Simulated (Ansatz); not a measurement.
**K2TiI6O18: K-39 NMR of the central transition**

Cell: a diffraction structure from the COD, its atoms then relaxed with PBE in this cell.

```xyz
27
Lattice="5.6351 3.2535 3.7838 -5.6351 3.2535 3.7838 0.0000 -6.5069 3.7838" Properties=species:S:1:pos:R:3 pbc="T T T"
K     0.0000    0.0000    1.9966
K     0.0000    0.0000    9.3548
Ti    0.0000    0.0000    5.6757
I     3.2969    0.5125    4.4233
I    -2.0923    2.5989    4.4233
I    -1.2046   -3.1114    4.4233
I    -3.2969   -0.5125    6.9281
I     2.0923   -2.5989    6.9281
I     1.2046    3.1114    6.9281
O     1.4055    0.6465    4.4724
O    -1.2627    0.8939    4.4724
O    -0.1428   -1.5405    4.4724
O    -1.4055   -0.6465    6.8790
O     1.2627   -0.8939    6.8790
O     0.1428    1.5405    6.8790
O     3.5135    1.4064    6.0129
O    -2.9748    2.3396    6.0129
O    -0.5388   -3.7460    6.0129
O    -3.5135   -1.4064    5.3385
O     2.9748   -2.3396    5.3385
O     0.5388    3.7460    5.3385
O     3.4719    1.8851    3.2238
O    -3.3685    2.0642    3.2238
O    -0.1034   -3.9493    3.2238
O    -3.4719   -1.8851    8.1276
O     3.3685   -2.0642    8.1276
O     0.1034    3.9493    8.1276
```

Atoms are numbered from 1 in the order listed; like atoms form one site, named after its first atom.

All values are calculated (Ansatz; DFT, r2SCAN, plane waves and PAW, scalar-relativistic, 500 eV cutoff, Γ-centred 3×3×3 k-points, Fermi–Dirac smearing 0.02 eV), not measured.

K-39 has I = 3/2 and Q = 60.30 mb (Pyykkö 2018); at 14.1 T its Larmor frequency is ν₀ = 28.0 MHz. Only the quadrupole interaction is simulated: positions count from each site's isotropic chemical shift, and shift anisotropy, dipolar and J coupling are left out.

Q: Simulate the second-order pattern (static powder, Gaussian broadening 0.5 kHz) of site K (9 O at 2.82–2.94 Å).

A: The calculation gives C_Q = 1.80 MHz and η = 0.00, so ν_Q = 0.902 MHz and the centre of gravity lies at -103 ppm (-2.90 kHz).

(offset (kHz), height): (-10.61, 0), (-10.06, 18), (-9.51, 100), (-8.96, 67), (-8.42, 48), (-7.87, 40), (-7.32, 36), (-6.77, 33), (-6.22, 30), (-5.68, 29), (-5.13, 28), (-4.58, 26), (-4.03, 26), (-3.49, 25), (-2.94, 24), (-2.39, 25), (-1.84, 24), (-1.29, 24), (-0.75, 24), (-0.20, 23), (0.35, 19), (0.90, 19), (1.44, 20), (1.99, 21), (2.54, 23), (3.09, 25), (3.64, 29), (4.18, 34), (4.73, 47), (5.28, 71), (5.83, 13), (6.38, 0)

An axis of threefold or higher order runs through K, so V_zz lies along it and η is zero.

The largest force is 0.9 eV/Å, so the atoms aren't at the calculated equilibrium and relaxing them would move these values.

The run took 1.7 min of wall time (1.7 min of CPU time) and 1.8 GiB at its peak, on 1 thread of Arm Neoverse V1 (aarch64; 8 cores open to the job, memory cap 3.0 GiB, no GPU), a shared host with a load of 0.8 a core.
